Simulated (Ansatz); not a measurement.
Input:

CsPbBr$_{3}$:
```cif
data_Br12Cs4Pb4
_chemical_formula_sum 'Cs4 Pb4 Br12'
_space_group_name_H-M_alt 'Pnma'
_space_group_IT_number 62
_space_group_name_Hall '-P 2ac 2n'
_cell_length_a 8.39182
_cell_length_b 11.64117
_cell_length_c 7.97924
_cell_angle_alpha 90.000
_cell_angle_beta 90.000
_cell_angle_gamma 90.000
loop_
_atom_site_label
_atom_site_type_symbol
_atom_site_symmetry_multiplicity
_atom_site_Wyckoff_symbol
_atom_site_fract_x
_atom_site_fract_y
_atom_site_fract_z
_atom_site_occupancy
Cs1 Cs 4 c 0.06734 0.75000 0.47824 1
Pb1 Pb 4 a 0.00000 0.00000 0.00000 1
Br1 Br 4 c 0.01175 0.25000 0.07426 1
Br2 Br 8 d 0.20194 0.03857 0.69731 1
```

This is the PBEsol-relaxed structure.

Task: All from PBEsol (plane waves, PAW; program Ansatz), unless another level is named. Give the electron effective mass.

Result: 0.19, 0.24, 1.1 mₑ (principal values).

Task: Next, the band gap?

Result: 1.85 eV (direct).

Task: And the HSE06 gap on the PBEsol cell?

Result: 2.58 eV.

Task: Give the weight of the valence-edge state by species (Voronoi cells).

Result: Br 73 %, Pb 26 %.

Task: Give the valence-band maximum.

Result: at Γ.

Task: And the weight of the conduction-edge state by species (Voronoi cells)?

Result: Pb 61 %, Br 37 %, Cs 2 %.

The PBEsol relaxation kept the symmetry of its start. Scalar-relativistic: spin–orbit coupling is off unless named, which matters more the heavier the elements.

Potentials: the later of the program's two PAW sets.
